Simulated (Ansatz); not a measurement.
TiB$_{2}$ (AlB2 type, space group P6/mmm)

```xyz
3
Lattice="3.0247 0.0000 0.0000 -1.5123 2.6195 0.0000 0.0000 0.0000 3.2226" Properties=species:S:1:pos:R:3 pbc="T T T"
Ti     0.0000     0.0000     0.0000
B      0.0000     1.7463     1.6113
B      1.5123     0.8732     1.6113
```

This relaxed cell (volume V₀) is scaled evenly in all directions, its shape held. Symmetry pins the atoms to their sites.

Level of theory: r2SCAN (plane waves to 500 eV, PAW, scalar-relativistic; Ansatz, an electronic-structure program). k mesh 19×19×15 (Γ-centred), Fermi-Dirac smearing 0.05 eV. Energies are smeared free energies. TiB2 is run without spin polarisation. TiB2 was relaxed with its symmetry unable to fall. The zero of ΔE is the relaxed starting cell.

Problem. Predict the ΔE (meV/atom) at V/V₀ = 0.940, 0.955, 1.015, 1.030, 1.060.

Solution. 
```csv
V/V₀,ΔE (meV/atom)
0.940,28
0.955,15
1.015,2
1.030,6
1.060,23
```

(Under strain, the slope of the energy per volume gives the stress and its curvature an elastic modulus.)
